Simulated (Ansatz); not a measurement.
Ti4Si7Ni4 in space group I4/mmm (No. 139; Pearson symbol tI60), PBE in the plane-wave PAW code Ansatz, all energies at zero smearing, with the estimated change up to a 700 eV cutoff added, with one set of potentials and settings (totals compare only within such a set). Cell of 30 atoms (8 Ti, 14 Si, 8 Ni): -75637.953 eV.

| element | reference phase | E (eV/atom) |
|---|---|---|
| Ti | P6/mmm, 3 atoms in the cell | -2499.6739 |
| Si | Fd-3m, 2 atoms in the cell | -635.8096 |
| Ni | Fm-3m, 1 atoms in the cell, spin-polarised | -5839.7239 |

Formation energy per atom, worked out: (-75637.953 − 8×(-2499.6739) − 14×(-635.8096) − 8×(-5839.7239))/30 = -0.715 eV/atom (-69 kJ per mol of atoms), at 0 K, without zero-point energy or fitted corrections.

The first step of the workflow began from a Materials Project structure, measured or hypothetical; the Crystallography Open Database copy checked does not list it. Whether it is the stable phase at ambient conditions was not checked. The PBE relaxation kept the symmetry of its start; whether a distortion lowers the energy is not shown. No spin polarisation was allowed. The references are the lowest solids computed at this level, not always the standard phases.

Potentials: the later of the program's two PAW sets.
